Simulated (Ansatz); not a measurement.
Relaxation of a randomly generated symmetric cell of Si2W (space group No. 12); 6 atoms in the cell, which starts as C2/m (No. 12), mS12; a = 5.4882 Å, b = 6.9136 Å, c = 4.5933 Å, α = 90.00°, β = 92.09°, γ = 90.00°. The numbers are results of PBE (plane waves to 420 eV, PAW, scalar-relativistic; Ansatz, a program for electronic structure), not measurements. Γ-centred k-mesh 6×6×5 on the run's cell (coarser than for final values), Fermi–Dirac smearing 0.05 eV. This is the first round of the run. 

The optimiser's lines from the output (shortened; P is positive under compression):

```
relax step   1: F+E_penalty+E_count = -23304.26766920 eV  Δ(F+E_penalty+E_count) = +0.000e0 eV  max|allowed force component| = 3.944e-31 eV/Å  Δτ_max = 0.0000 Å  P = +57.938 GPa  Ω = 87.085 Å³  (8 SCF iters, dr2 threshold 1.00e-7 eV, accepted)
relax step   2: F+E_penalty+E_count = -23307.26259184 eV  Δ(F+E_penalty+E_count) = -2.995e0 eV  max|allowed force component| = 8.415e-30 eV/Å  Δτ_max = 0.0000 Å  P = +25.516 GPa  Ω = 98.438 Å³  (7 SCF iters, dr2 threshold 6.00e-7 eV, accepted)
relax step   3: F+E_penalty+E_count = -23308.39164629 eV  Δ(F+E_penalty+E_count) = -1.129e0 eV  max|allowed force component| = 6.732e-29 eV/Å  Δτ_max = 0.0000 Å  P = +10.704 GPa  Ω = 106.351 Å³  (6 SCF iters, dr2 threshold 6.00e-7 eV, accepted)
relax step   4: F+E_penalty+E_count = -23308.96787059 eV  Δ(F+E_penalty+E_count) = -5.762e-1 eV  max|allowed force component| = 3.613e-28 eV/Å  Δτ_max = 0.0000 Å  P = +3.497 GPa  Ω = 111.131 Å³  (6 SCF iters, dr2 threshold 6.00e-7 eV, accepted)
relax step   5: F+E_penalty+E_count = -23309.49853808 eV  Δ(F+E_penalty+E_count) = -5.307e-1 eV  max|allowed force component| = 3.366e-29 eV/Å  Δτ_max = 0.0000 Å  P = -0.117 GPa  Ω = 112.543 Å³  (6 SCF iters, dr2 threshold 6.00e-7 eV, accepted)
relax step   6: F+E_penalty+E_count = -23310.07109646 eV  Δ(F+E_penalty+E_count) = -5.726e-1 eV  max|allowed force component| = 5.049e-29 eV/Å  Δτ_max = 0.0000 Å  P = -3.670 GPa  Ω = 113.235 Å³  (6 SCF iters, dr2 threshold 6.00e-7 eV, accepted)
relax step   7: F+E_penalty+E_count = -23310.64331925 eV  Δ(F+E_penalty+E_count) = -5.722e-1 eV  max|allowed force component| = 1.714e-28 eV/Å  Δτ_max = 0.0000 Å  P = -3.664 GPa  Ω = 110.717 Å³  (6 SCF iters, dr2 threshold 6.00e-7 eV, accepted)
relax step   8: F+E_penalty+E_count = -23311.18611587 eV  Δ(F+E_penalty+E_count) = -5.428e-1 eV  max|allowed force component| = 1.315e-30 eV/Å  Δτ_max = 0.0000 Å  P = -3.369 GPa  Ω = 108.002 Å³  (6 SCF iters, dr2 threshold 6.00e-7 eV, accepted)
relax step   9: F+E_penalty+E_count = -23311.62258031 eV  Δ(F+E_penalty+E_count) = -4.365e-1 eV  max|allowed force component| = 4.470e-30 eV/Å  Δτ_max = 0.0000 Å  P = -1.892 GPa  Ω = 104.637 Å³  (6 SCF iters, dr2 threshold 6.00e-7 eV, accepted)
relax step  10: F+E_penalty+E_count = -23311.75592897 eV  Δ(F+E_penalty+E_count) = -1.333e-1 eV  max|allowed force component| = 1.058e-29 eV/Å  Δτ_max = 0.0000 Å  P = +0.796 GPa  Ω = 102.064 Å³  (6 SCF iters, dr2 threshold 6.00e-7 eV, accepted)
relax step  11: F+E_penalty+E_count = -23311.76076099 eV  Δ(F+E_penalty+E_count) = -4.832e-3 eV  max|allowed force component| = 1.586e-28 eV/Å  Δτ_max = 0.0000 Å  P = -0.089 GPa  Ω = 102.427 Å³  (6 SCF iters, dr2 threshold 6.00e-7 eV, accepted)
relax step  12: F+E_penalty+E_count = -23311.76090853 eV  Δ(F+E_penalty+E_count) = -1.475e-4 eV  max|allowed force component| = 3.017e-29 eV/Å  Δτ_max = 0.0000 Å  P = +0.017 GPa  Ω = 102.405 Å³  (6 SCF iters, dr2 threshold 2.06e-7 eV, accepted)
relax step  13: F+E_penalty+E_count = -23311.76090835 eV  Δ(F+E_penalty+E_count) = +1.826e-7 eV  max|allowed force component| = 6.442e-30 eV/Å  Δτ_max = 0.0000 Å  P = -0.003 GPa  Ω = 102.420 Å³  (6 SCF iters, dr2 threshold 2.20e-9 eV, accepted)
relax step  14: F+E_penalty+E_count = -23311.87867218 eV  Δ(F+E_penalty+E_count) = -1.178e-1 eV  max|allowed force component| = 3.313e-29 eV/Å  Δτ_max = 0.0000 Å  P = +1.505 GPa  Ω = 102.420 Å³  stress off target by 2.46e0 GPa  SCF on the basis re-selected at this cell (its energy is not comparable with the rows above)  (8 SCF iters)
relax step  15: F+E_penalty+E_count = -23311.88994453 eV  Δ(F+E_penalty+E_count) = -1.127e-2 eV  max|allowed force component| = 1.010e-28 eV/Å  Δτ_max = 0.0000 Å  P = +0.082 GPa  Ω = 103.508 Å³  (6 SCF iters, dr2 threshold 6.00e-7 eV, accepted)
relax step  16: F+E_penalty+E_count = -23311.88998930 eV  Δ(F+E_penalty+E_count) = -4.477e-5 eV  max|allowed force component| = 7.119e-29 eV/Å  Δτ_max = 0.0000 Å  P = -0.004 GPa  Ω = 103.585 Å³  (6 SCF iters, dr2 threshold 7.20e-8 eV, accepted)
relax step  17: F+E_penalty+E_count = -23311.89020418 eV  Δ(F+E_penalty+E_count) = -2.149e-4 eV  max|allowed force component| = 6.551e-29 eV/Å  Δτ_max = 0.0000 Å  P = -0.005 GPa  Ω = 103.585 Å³  stress off target by 1.80e-2 GPa  SCF on the basis re-selected at this cell (its energy is not comparable with the rows above)  (9 SCF iters)
```

From the first to the last row the energy changes by -1.27 eV/atom and the volume by +18.9 %. The last row is marked as not comparable with the walk above it, whose basis was carried along; it does compare with step 1, since both stand on a basis selected at the nominal cutoff for their own cell.

Energy and pressure jump between steps 13 and 14 at one geometry, where the plane-wave basis was selected anew. While the cell walks, the set of plane waves is carried along, so its effective cutoff drifts with the strain; re-selecting it at 420 eV moved the energy by -0.020 eV/atom and the pressure by 1.5 GPa. Only step 1 and rows on a re-selected basis compare with each other.

Later rounds, restarted from the end of this one on a renewed k-mesh, logged 5 more steps and released under 0.01 eV/atom more. The final structure after all rounds: C2/m (No. 12), mS12; a = 5.410 Å, b = 8.760 Å, c = 5.125 Å, α = γ = 90.00°, β = 121.47°. Between re-selections the logged energies stand on a plane-wave basis carried along with the cell. No spin polarisation in the result.

The run could not lose the symmetry of its start: the end is stationary, and may be a saddle point rather than a minimum.

All atoms sit on sites fixed by symmetry, so only the cell could relax.

The relaxed structure here is a generated cell of Si2W: the first start was made by a random draw of sites in a space group, and the end was not matched to a known phase here, so it may be hypothetical. Known forms of Si2W include space group No. 139.
